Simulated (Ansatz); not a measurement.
According to the program Ansatz at the PBE level (PAW), AlSn₂Sb in the trigonal phase (R3m; Al on 3a, Sb on 3a, Sn on 3a, Sn on 3a) relaxes to a = 4.583 Å, c = 22.225 Å. Al has 4 nearest neighbours from 2.69 Å (tetrahedral); Sb has 4 nearest neighbours from 2.76 Å (tetrahedral); Sn on 3a has 4 nearest neighbours from 2.89 Å (tetrahedral); Sn on 3a has 4 nearest neighbours from 2.69 Å (tetrahedral). Against the elements it lies at 0.049 eV/atom, with no fitted shifts.

Electronic character: metallic (no gap).

The start of the workflow was typed in or built on a structure type; neither database checked (COD, Materials Project) lists it. Whether it is the stable phase at ambient conditions was not checked. The cell was relaxed with PBE under the symmetry of its start; its stability against distortions is not shown here. The volume moved by 37 % from the start of the relaxation. The references are the lowest solids computed at this level, not always the standard phases. Spin–orbit coupling is left out wherever it is not named.

Potentials: the earlier of the program's two PAW sets.
